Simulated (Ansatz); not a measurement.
Given:

TiAl$_{2}$:
```cif
data_Al4Ti2
_chemical_formula_sum 'Ti2 Al4'
_space_group_name_H-M_alt 'P 1'
_space_group_IT_number 1
_cell_length_a 6.27834
_cell_length_b 6.27834
_cell_length_c 3.93128
_cell_angle_alpha 90.000
_cell_angle_beta 90.000
_cell_angle_gamma 144.163
loop_
_space_group_symop_operation_xyz
  'x, y, z'
loop_
_atom_site_label
_atom_site_type_symbol
_atom_site_fract_x
_atom_site_fract_y
_atom_site_fract_z
_atom_site_occupancy
Ti1 Ti 0.84390 0.15610 0.00000 1
Ti2 Ti 0.15610 0.84390 0.00000 1
Al1 Al 0.50000 0.50000 0.00000 1
Al2 Al 0.00000 0.00000 0.50000 1
Al3 Al 0.67298 0.32702 0.50000 1
Al4 Al 0.32702 0.67298 0.50000 1
```

This is the LDA-relaxed structure.

### Question
All from LDA in the plane-wave PAW code Ansatz, unless another level is named. Estimate the formation energy from the elements (no fitted shifts).

### Answer
-0.44 eV/atom.

### Question
And the density of states at the Fermi level?

### Answer
0.37 states/eV per atom (mean over ±0.08 eV).

Space group Cmmm. The workflow started from a Materials Project entry (that database holds measured and hypothetical structures alike); the Crystallography Open Database files this formula in space group No. 65, but the cells were not matched. Its standing as an ambient phase is unchecked. The cell was relaxed with LDA under the symmetry of its start; its stability against distortions is not shown here. No spin polarisation was allowed. The references are the lowest solids computed at this level, not always the standard phases.

Potentials: the later of the program's two PAW sets.
